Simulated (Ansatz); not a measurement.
K2Sn2O3 in space group I2_13 (No. 199; K on 8a, Sn on 8a, O on 12b), the program Ansatz at the PBEsol level (PAW). The conduction-band minimum lies on the Γ–H line, 83 % of the way from Γ, with 6 equivalent valleys. Second derivatives d²E/dk² of the lowest band at one valley (eV·Å²), along Cartesian directions:

```csv
direction,d²E/dk²
[100],18.08
[010],15.68
[001],4.123
[110],16.97
[101],11.11
[011],9.911
```

Find the principal effective masses, the density-of-states mass and the conductivity mass.

Off-diagonal terms follow from H_xy = H[110] − (H_xx + H_yy)/2, and m*/mₑ = 7.620 eV·Å² over each eigenvalue: 0.42, 0.49, 1.8. One valley's DOS mass (m₁m₂m₃)^(1/3) = 0.72, conductivity mass 3/(Σ 1/mᵢ) = 0.60 mₑ.

What effective density of states Nc follows at 300 K for parabolic valleys?

Nc = 2.509e19 × 6 × (0.72)^(3/2) ≈ 9.2e19 cm⁻³.

The workflow started from a Materials Project entry (that database holds measured and hypothetical structures alike); the Crystallography Open Database copy checked does not list it. COD files the formula under space group No. 166. Its standing as an ambient phase is unchecked. The cell was relaxed with PBEsol under the symmetry of its start; whether a distortion lowers the energy is not shown. Spin–orbit coupling is left out wherever it is not named.

Potentials: the later of the program's two PAW sets.

Edges and masses are those of Kohn–Sham bands, whose gap is no quasiparticle gap.
